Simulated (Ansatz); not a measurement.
This cell of TiO2 (rutile) is off equilibrium:

```yaml
crystal:
  lattice:
    - [4.59673, 0.00000, 0.00000]
    - [0.00000, 4.59673, 0.00000]
    - [0.00000, 0.00000, 2.95369]
  atoms:
    - { symbol: Ti, position: [0.00000, 0.00000, 0.00000] }
    - { symbol: Ti, position: [0.52923, 0.52923, 0.50000] }
    - { symbol: O, position: [0.30461, 0.30461, 0.00000] }
    - { symbol: O, position: [0.80461, 0.19539, 0.50000] }
    - { symbol: O, position: [0.19539, 0.80461, 0.50000] }
    - { symbol: O, position: [0.69539, 0.69539, 0.00000] }
```

Computed with r2SCAN (plane waves to 500 eV, PAW, scalar-relativistic; Ansatz, a program for electronic structure). k mesh 6×6×9 (Γ-centred), Fermi-Dirac smearing 0.05 eV. Energies are smeared free energies. Stress and pressure are positive under compression. TiO2 is run without spin polarisation. TiO2 was relaxed with its symmetry unable to fall.

Q: Predict the force on every atom, in eV/Å.

A: 
| atom | Fx | Fy | Fz |
|---|---|---|---|
| Ti1 | 1.980 | 1.980 | 0.000 |
| Ti2 | -3.011 | -3.011 | 0.000 |
| O3 | 0.256 | 0.256 | 0.000 |
| O4 | -0.135 | 0.034 | 0.000 |
| O5 | 0.034 | -0.135 | 0.000 |
| O6 | 0.875 | 0.875 | 0.000 |

Q: What is the stress tensor (GPa)?

A: 
```
  -0.46     0.95     0.00
   0.95    -0.46     0.00
   0.00     0.00     6.88
```
The pressure, a third of the trace, is 1.99 GPa.

Q: In it atom 2 sits (0.134, 0.134, 0.000) Å away from its relaxed site. What is its energy relative to the relaxed cell?

A: 399 meV/cell.

(For displaced atoms, the force is minus the slope of the energy, and its curvature is a force constant, which sets phonon frequencies.)
